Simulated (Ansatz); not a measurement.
ZrH2: distorted cells

Method: DFT PBEsol, scalar-relativistic, plane waves, PAW in Ansatz.

Cutoff 420 eV; k points 16×16×16 on the computed 3-atom cell (Γ-centred); Gaussian smearing, width 0.10 eV; no spin polarisation.

Reference cell:

```
CELL_PARAMETERS angstrom
0.00000 2.40923 2.40923
2.40923 0.00000 2.40923
2.40923 2.40923 0.00000
ATOMIC_POSITIONS crystal
Zr 0.00000 0.00000 0.00000
H 0.75000 0.75000 0.75000
H 0.25000 0.25000 0.25000
```

Each variant moves atoms of this cell by the vectors given, if any (Å), and then applies a symmetric strain (tensor components, Cartesian axes). The reference cell isn't relaxed at this level. Energies are per atom at zero smearing, counted from the lowest variant. Pressure is positive in compression.

1. strain (xx yy zz yz xz xy, %) -1.83 -1.83 -1.83 0.00 0.00 0.00
2. strain (xx yy zz yz xz xy, %) 1.57 1.57 1.57 0.00 0.00 0.00
3. strain (xx yy zz yz xz xy, %) -0.92 -0.92 -0.92 0.00 0.00 0.00
4. strain (xx yy zz yz xz xy, %) -1.72 -1.72 -1.72 0.00 0.00 0.00

| variant | ΔE (meV/atom) | P (GPa) | largest force (eV/Å) | gap on mesh (eV) | space group |
| --- | --- | --- | --- | --- | --- |
| 1 | 1.5 | 3.07 | 0.00 | 0 | Fm-3m |
| 2 | 25.2 | -9.91 | 0.00 | 0 | Fm-3m |
| 3 | 0.0 | -1.00 | 0.00 | 0 | Fm-3m |
| 4 | ? | ? | ? | ? | ? |

**Question.** Give the withheld rows.

**Answer.**
```csv
variant,ΔE (meV/atom),P (GPa),largest force (eV/Å),gap on mesh (eV),space group
4,1.0,2.56,0.00,0,Fm-3m
```